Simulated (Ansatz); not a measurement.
AlNi:
```
AlNi
1.0
    2.86238     0.00000     0.00000
    0.00000     2.86238     0.00000
    0.00000     0.00000     2.86238
Al Ni
1 1
Direct
  0.00000   0.00000   0.00000
  0.50000   0.50000   0.50000
```

Relaxed with PBEsol. Special points in fractions of this cell's reciprocal vectors: Γ (0.000, 0.000, 0.000); X (0.000, 0.500, 0.000); M (0.500, 0.500, 0.000); R (0.500, 0.500, 0.500).

Problem. List the band energies nearest the Fermi level at these points for DFT-PBEsol in the program Ansatz with PAW potentials.

Solution. In eV from the Fermi level; about four levels below and three above (degenerate sets whole), none deeper than 8.9 eV; points with the same levels are listed once.

| k | below | above |
|---|---|---|
| Γ | -3.31 -3.31 -1.55 -1.55 -1.55 | 5.58 5.58 5.58 |
| X | -2.28 -2.28 -1.45 -0.62 | 8.29 10.06 10.06 |
| M | -2.93 -2.93 -2.10 -2.10 -1.00 | 1.50 2.63 12.49 |
| R | -4.18 -4.18 -4.18 -0.97 -0.97 | 1.96 1.96 1.96 |

Space group Pm-3m (CsCl type). The cell was relaxed with PBEsol under the symmetry of its start; of distortions, only those at the zone centre were tested. No spin polarisation was allowed.

Potentials: the later of the program's two PAW sets.
